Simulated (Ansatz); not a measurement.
A: InSb (zinc blende), a = 6.6346 Å, b = 6.6346 Å, c = 6.6346 Å, α = 90.00°, β = 90.00°, γ = 90.00°
B: Li$_{2}$O (anti-fluorite), a = b = c = 4.626 Å, α = β = γ = 90.00°
C: HgTe (zinc blende), a = 6.651 Å, b = 6.651 Å, c = 6.651 Å, α = 90.00°, β = 90.00°, γ = 90.00°
D: BeS (zinc blende), a = b = c = 4.8760 Å, α = β = γ = 90.00°

Scan: energy over volume and axial ratio (atoms clamped). One method and one kind of scan serve all of them; meshes and ranges differ. All were relaxed with their symmetry unable to fall. At this level the bands of HgTe touch or barely overlap. At this level the bands of InSb touch or barely overlap; measurements give the solid a gap. Spin-orbit coupling is left out. The relaxed volume of HgTe is well above the measured one; the method has no dispersion term.

Question: Order them by shear modulus C′ = (C11 − C12)/2 (fitted) (lowest first) at the level PBE (plane waves to 420 eV, PAW, scalar-relativistic; Ansatz, an electronic-structure program).

Answer: C (7 GPa), A (13 GPa), D (48 GPa), B (92 GPa)

(Under strain, the slope of the energy per volume gives the stress and its curvature an elastic modulus.)
